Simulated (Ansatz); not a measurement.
Problem. CdTe (CsCl type, Pm-3m) is relaxed with plane-wave PAW r²SCAN (Ansatz code). What lattice parameters of the conventional cell result?

Solution. a = 3.769 Å.

Problem. Is it a metal or does it have a gap at this level?

Solution. No gap at this level.

The start of the workflow was typed in or built on a structure type; neither database checked (COD, Materials Project) lists it. It is not the phase usual at ambient conditions (space group No. 216). Symmetry was held in the r²SCAN relaxation. At this level the phase is mechanically unstable. The volume moved by 17 % from the start of the relaxation. Spin–orbit coupling is left out wherever it is not named.

Potentials: the earlier of the program's two PAW sets.
